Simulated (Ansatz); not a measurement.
# Computed properties of SbPd

SbPd:
```
SbPd
1.0
    3.41234     0.00000     0.00000
    0.00000     3.41234     0.00000
    0.00000     0.00000     3.41234
Pd Sb
1 1
Direct
  0.00000   0.00000   0.00000
  0.50000   0.50000   0.50000
```

Space group Pm-3m (No. 221), CsCl type; conventional cell a = b = c = 3.412 Å, α = β = γ = 90.00°.

Method: the program Ansatz at the PBE level (PAW). The cell and atoms are relaxed at this level. Other levels are named where they apply.

Cell and energy:

Volume per atom: 19.87 Å³
Density: 9.54 g/cm³
Formation energy from the elements (no fitted shifts): -0.25 eV/atom

Electronic structure:

- Electronic character = metallic (no gap)
- Density of states at the Fermi level = 0.46 states/eV per atom (mean over ±0.08 eV)
- Gap with spin–orbit coupling = none (metallic)

Mechanics:

* **Bulk modulus (Birch–Murnaghan fit)**: 108 GPa
* **Pressure derivative B′**: 4.8

The cell is a constructed one: a structure type filled with these elements; neither database checked (COD, Materials Project) lists it. COD files the formula under space group No. 194, so this cell is another polymorph or a model. Its standing as an ambient phase is unchecked. Symmetry was held in the PBE relaxation; whether a distortion lowers the energy is not shown. No spin polarisation was allowed. The references are the lowest solids computed at this level, not always the standard phases. Scalar-relativistic: spin–orbit coupling is off unless named, which matters more the heavier the elements.

Potentials: the earlier of the program's two PAW sets.
